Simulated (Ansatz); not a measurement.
Total density of states per atom from the program Ansatz at the PBE level (PAW), in 0.25 eV bins, energy from the valence-band maximum:

```
E (eV) | states/eV/atom
    -7.85 | # 0.13
    -7.60 | #### 0.37
    -7.35 | ##### 0.42
    -7.10 | ##### 0.43
    -6.85 | ##### 0.48
    -6.60 | ##### 0.40
    -6.35 | ####### 0.66
    -6.10 | ######################### 2.25
    -5.85 | ############################## 2.66
    -5.60 | ########################## 2.35
    -5.35 | ############ 1.10
    -5.10 | ########## 0.88
    -4.85 | ####### 0.62
    -4.60 | ###### 0.53
    -4.35 | #### 0.33
    -4.10 | #### 0.33
    -3.85 | #### 0.33
    -3.60 | #### 0.35
    -3.35 | ##### 0.40
    -3.10 | ##### 0.46
    -2.85 | ###### 0.51
    -2.60 | ###### 0.56
    -2.35 | ###### 0.50
    -2.10 | ##### 0.48
    -1.85 | ####### 0.59
    -1.60 | ###### 0.53
    -1.35 | ###### 0.56
    -1.10 | ####### 0.65
    -0.85 | ####### 0.62
    -0.60 | ####### 0.59
    -0.35 | ####### 0.64
    -0.10 | ### 0.26
     0.15 |  0.00
     0.40 |  0.00
     0.65 |  0.00
     0.90 |  0.02
     1.15 |  0.04
     1.40 | # 0.05
     1.65 | # 0.06
     1.90 | # 0.08
     2.15 | # 0.10
     2.40 | # 0.11
     2.65 | ## 0.14
     2.90 | ## 0.18
     3.15 | ### 0.23
     3.40 | ### 0.26
     3.65 | #### 0.34
     3.90 | ##### 0.40
     4.15 | #### 0.36
     4.40 | #### 0.35
     4.65 | ##### 0.44
     4.90 | ##### 0.41
     5.15 | ### 0.28
```

Pick the material that matches.
(A) ZnSnN2, R-3m (Zn on 3a, Sn on 3b, N on 6c)
(B) Mn3SiN, anti-perovskite
(C) AlN, Pm-3n (Al on 6d, N on 6c)
(D) MgTiNO, P4/nmm (Ti on 2c, N on 2c, Mg on 2c, O on 2c)

A, ZnSnN2, R-3m (Zn on 3a, Sn on 3b, N on 6c). Top 1 eV of the valence band: N 2p 90 %. Bottom 1 eV of the conduction band: Zn 4s 35 %, Sn 5s 33 %, N 2p 18 %, N 2s 11 %. Projections are on Löwdin-orthogonalised atomic valence shells; empty p or d shells of many metals are not among them.

The start of the workflow was typed in or built on a structure type; neither database checked (COD, Materials Project) lists it. Whether it is the stable phase at ambient conditions was not checked. The PBE relaxation kept the symmetry of its start; its stability against distortions is not shown here. Its formation energy is positive at this level, so the cell may be metastable or incomplete. Spin–orbit coupling is left out wherever it is not named.

Potentials: the earlier of the program's two PAW sets.
